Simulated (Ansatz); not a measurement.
MoPd:
Space group P4/mmm (No. 123); a = 2.6961 Å, b = 2.6961 Å, c = 4.1271 Å, α = 90.00°, β = 90.00°, γ = 90.00°

```tsv
atom	site	symmetry	x	y	z
Pd	1a	4/mmm	0.0000	0.0000	0.0000
Mo	1d	4/mmm	0.5000	0.5000	0.5000
```

Relaxed at zero pressure with DFT-r²SCAN in the program Ansatz with PAW potentials.

Task: The volume is raised by 9 % and shape and atoms relax at that volume. What pressure results, and how do the axes share the change?

Result: -17.3 GPa; a 2.8 %, b 2.8 %, c 3.2 %; the energy rises by 79 meV/atom.

Task: Give the new structure.

Result: 
Space group P4/mmm (No. 123); a = 2.771 Å, b = 2.771 Å, c = 4.258 Å, α = 90.00°, β = 90.00°, γ = 90.00°

| atom | site | symmetry | x | y | z |
|---|---|---|---|---|---|
| Pd | 1a | 4/mmm | 0.0000 | 0.0000 | 0.0000 |
| Mo | 1d | 4/mmm | 0.5000 | 0.5000 | 0.5000 |

The phase is kept; no other phase was compared at this pressure.

The start of the workflow was typed in or built on a structure type; neither database checked (COD, Materials Project) lists it. Its standing as an ambient phase is unchecked. The r²SCAN relaxation kept the symmetry of its start; its stability against distortions is not shown here. The run is not spin-polarised. Axis ratios of metals converge slowly with the k-mesh, so a and c are less sure than the volume.

Potentials: the earlier of the program's two PAW sets.
